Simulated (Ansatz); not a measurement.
ZnO:
```cif
data_O6Zn6
_chemical_formula_sum 'Zn6 O6'
_space_group_name_H-M_alt 'P 1'
_space_group_IT_number 1
_cell_length_a 5.57998
_cell_length_b 5.57998
_cell_length_c 5.57998
_cell_angle_alpha 90.000
_cell_angle_beta 90.000
_cell_angle_gamma 90.000
loop_
_space_group_symop_operation_xyz
  'x, y, z'
loop_
_atom_site_label
_atom_site_type_symbol
_atom_site_fract_x
_atom_site_fract_y
_atom_site_fract_z
_atom_site_occupancy
Zn1 Zn 0.25000 0.00000 0.50000 1
Zn2 Zn 0.75000 0.00000 0.50000 1
Zn3 Zn 0.50000 0.25000 0.00000 1
Zn4 Zn 0.50000 0.75000 0.00000 1
Zn5 Zn 0.00000 0.50000 0.25000 1
Zn6 Zn 0.00000 0.50000 0.75000 1
O1 O 0.75000 0.50000 0.00000 1
O2 O 0.25000 0.50000 0.00000 1
O3 O 0.00000 0.75000 0.50000 1
O4 O 0.00000 0.25000 0.50000 1
O5 O 0.50000 0.00000 0.75000 1
O6 O 0.50000 0.00000 0.25000 1
```

Relaxed with r²SCAN.

**Question.** Tabulate the valence density and the electron localisation function along the shortest Zn–O contact (1.97 Å), plane-wave PAW r²SCAN (Ansatz code).

**Answer.** 

```tsv
distance from Zn (Å)	density (e/Å³)	ELF
0.20	30.27	0.00
0.30	18.11	0.00
0.39	9.26	0.00
0.49	4.36	0.02
0.59	2.10	0.05
0.69	1.16	0.09
0.79	0.77	0.13
0.89	0.61	0.16
0.99	0.59	0.24
1.09	0.70	0.44
1.18	0.95	0.68
1.28	1.38	0.81
1.38	2.12	0.83
1.48	3.22	0.81
1.58	4.56	0.74
1.68	5.85	0.60
1.78	6.83	0.42
```

The density is the valence pseudo-density with augmentation charge, so density and ELF within about 1 Å of a nucleus are not all-electron values.

Space group Pm-3n. The start of the workflow was typed in or built on a structure type; neither database checked (COD, Materials Project) lists it. It is not the phase usual at ambient conditions (space group No. 186). The cell was relaxed with r²SCAN under the symmetry of its start; its stability against distortions is not shown here.

Potentials: the later of the program's two PAW sets.
